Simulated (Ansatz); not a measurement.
Input deck for Ansatz 0.2.0, then the block of the output on the nuclei.

The start is a COD entry.

```yaml
crystal:
  lattice:
    - [3.9744, 0.0, 0.0]
    - [0.0, 3.9744, 0.0]
    - [0.0, 0.0, 5.022]
  atoms:
    - { symbol: Pb, position: [0.0, 0.5, 0.2351] }
    - { symbol: Pb, position: [0.5, 0.0, 0.7649] }
    - { symbol: O, position: [0.0, 0.0, 0.0] }
    - { symbol: O, position: [0.5, 0.5, 0.0] }
kpoints:
  mp_grid: { grid: [8, 8, 7] }
scf:
  occupations: { method: fermi_dirac, width: 0.01 }
hamiltonian:
  xc: pbe
  pseudopotentials: { kind: paw }
output:
  forces: true
  stress: true
  populations: true
  efg: { quadrupole_moments_barn: { O: -0.02558 }, contact_densities: true }
  write_density: true
  write_potential: true
  elf: true
  volumetric_format: npy
relax:
  f_tol: 0.02
  max_steps: 60
```

```sh
ansatz run input.yaml --threads 1 --pin off --max-ram 3072MiB --backend cpu --events-out ev --progress --plain --runs-dir out
```

The run relaxes the ions first, and the block belongs to the relaxed positions.

Of the output, the block on the nuclei alone is shown; the set-up, the SCF iterations, energies, forces and stress are cut.

```
--- PAW observables at the nuclei: V_zz in 10²¹ V/m², potentials from the cell's mean, atoms counted from 1 ---
  atom   1  Pb V_zz =   -23.479119   η = 0.0000   by run symmetry: allowed
            electrostatic potential = -17479.825041 V   contact ρ = 16532404.460665 e/Å³
  atom   2  Pb V_zz =   -23.479119   η = 0.0000   by run symmetry: allowed
            electrostatic potential = -17479.825041 V   contact ρ = 16532404.460665 e/Å³
  atom   3  O  V_zz =    +0.212117   η = 0.0000   by run symmetry: allowed   C_q = -0.1312 MHz
            electrostatic potential = -627.051597 V   contact ρ = 2159.710605 e/Å³
  atom   4  O  V_zz =    +0.212117   η = 0.0000   by run symmetry: allowed   C_q = -0.1312 MHz
            electrostatic potential = -627.051597 V   contact ρ = 2159.710605 e/Å³
```

The relaxation (3 steps) took 45 s of wall time (45 s of CPU time) and 0.45 GiB at its peak, on 1 thread of Arm Neoverse N1 (aarch64; 36 cores open to the job, memory cap 3.0 GiB, no GPU), a shared host with a load of 0.9 a core.

Spin–orbit coupling is left out, which shifts gradients on Pb by a few per cent in wide-gap crystals, and can shift them far more where the calculated gap is small or absent, as here.
